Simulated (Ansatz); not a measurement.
ZnGaNO:
Space group Pmc2₁ (No. 26); a = 3.229 Å, b = 5.532 Å, c = 5.227 Å, α = β = γ = 90.00°

```json
[
 {"atom": "Zn", "site": "2b", "symmetry": "m..", "x": "0.5000", "y": "0.1757", "z": "0.4906"},
 {"atom": "Ga", "site": "2a", "symmetry": "m..", "x": "0.0000", "y": "0.3480", "z": "0.0068"},
 {"atom": "N", "site": "2a", "symmetry": "m..", "x": "0.0000", "y": "0.3356", "z": "0.3681"},
 {"atom": "O", "site": "2b", "symmetry": "m..", "x": "0.5000", "y": "0.1795", "z": "0.8885"}
]
```

Relaxed with PBEsol.

### Question
Give the optical modes at the zone centre with their infrared activity from DFPT, plane-wave PAW PBEsol (Ansatz code).

### Answer
Transverse frequencies, without the LO–TO term; a row sums one degenerate level.

```
ω (cm⁻¹)  degeneracy  IR ((D/Å)²/amu)     activity  symmetry
--------  ----------  ---------------  -----------  --------
105                1             0.00  IR-inactive        A2
107                1             0.01  IR-inactive        A1
116                1             0.00  IR-inactive        A2
141                1             0.08           IR        B2
156                1             0.21           IR        B1
181                1             1.25           IR        A1
241                1             1.21           IR        B2
265                1             0.28           IR        A1
294                1             0.72           IR        B2
364                1            21.17           IR        A1
398                1             7.35           IR        B2
406                1            33.11           IR        B1
412                1             0.00  IR-inactive        A2
435                1            22.54           IR        B2
447                1             5.92           IR        A1
540                1             0.00  IR-inactive        A2
562                1             8.93           IR        B1
598                1             5.58           IR        A1
621                1             7.78           IR        B2
672                1            11.64           IR        A1
693                1             0.72           IR        B2
```

### Question
How high does the top mode go among those that the LO–TO term moves?

### Answer
624 cm⁻¹ for q along x, 701 cm⁻¹ for q along y, 728 cm⁻¹ for q along z.

Space group Pmc2_1. The first step of the workflow began from a Materials Project structure, measured or hypothetical; the Crystallography Open Database copy checked does not list it. Whether it is the stable phase at ambient conditions was not checked. The cell was relaxed with PBEsol under the symmetry of its start; whether a distortion lowers the energy is not shown.

Potentials: the later of the program's two PAW sets.
